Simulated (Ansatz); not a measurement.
Rb4P: start and end of a relaxation

A trial structure of Rb4P was built thus: ordered vacancies on the anion sites of antifluorite (P4/mmm, No. 123) (occupants of the shared sites, in ratio, P: 1, vacant: 1). Lengths were set from tabulated atomic sizes, so they are only a guess.

start.cif

```cif
data_structure
_symmetry_space_group_name_H-M 'P4/mmm'
_symmetry_Int_Tables_number 123
_cell_length_a 5.6632
_cell_length_b 5.6632
_cell_length_c 8.0090
_cell_angle_alpha 90.000
_cell_angle_beta 90.000
_cell_angle_gamma 90.000
_cell_volume 256.87
loop_
_atom_site_label
_atom_site_type_symbol
_atom_site_symmetry_multiplicity
_atom_site_Wyckoff_symbol
_atom_site_fract_x
_atom_site_fract_y
_atom_site_fract_z
_atom_site_occupancy
Rb1 Rb 4 i 0.50000 0.00000 0.25000 1
P1 P 1 a 0.00000 0.00000 0.00000 1
```

Level of theory: DFT PBE, scalar-relativistic, plane waves, PAW (Ansatz). Cutoff 420 eV, Gaussian smearing, Γ-centred meshes. Cell and atoms relax on a converged mesh. In metals the finer mesh still leaves noise of several meV/atom or more. The steps can't lower the symmetry of their start. No spin polarisation.

end.cif

```cif
data_structure
_symmetry_space_group_name_H-M 'P4/mmm'
_symmetry_Int_Tables_number 123
_cell_length_a 5.8659
_cell_length_b 5.8659
_cell_length_c 8.7727
_cell_angle_alpha 90.000
_cell_angle_beta 90.000
_cell_angle_gamma 90.000
_cell_volume 301.85
loop_
_atom_site_label
_atom_site_type_symbol
_atom_site_symmetry_multiplicity
_atom_site_Wyckoff_symbol
_atom_site_fract_x
_atom_site_fract_y
_atom_site_fract_z
_atom_site_occupancy
Rb1 Rb 4 i 0.50000 0.00000 0.21571 1
P1 P 1 a 0.00000 0.00000 0.00000 1
```

The symmetry stays P4/mmm (No. 123). The volume per atom grows by 17.5 %, from 51.4 to 60.4 Å³. The shortest distance goes from 3.47 Å (Rb–P) to 3.49 Å (Rb–P).

* Volume per atom: 60.37 Å³
* Density: 2.05 g/cm³
* Energy over the elements: −0.10 eV/atom
* Gap on the 6×6×4 mesh of the 5-atom cell: 0 eV (a metal)

The zero of energy is the elements' standard structures at the same level; no fitted shifts are applied. The references include black phosphorus. Whether it is stable depends on the other phases of the system, which aren't compared here.

The last run used Gaussian smearing of 0.10 eV. The cell is a metal run without spin; a magnetic state may lie lower. The reference form of P is held partly by dispersion forces, which this level lacks. Symmetry constrained the relaxation, so the result can be a saddle point. In all, the 3 runs took 2.7 min on 1 thread of Intel(R) Xeon(R) Platinum 8488C (Sapphire Rapids), with other jobs on the host.
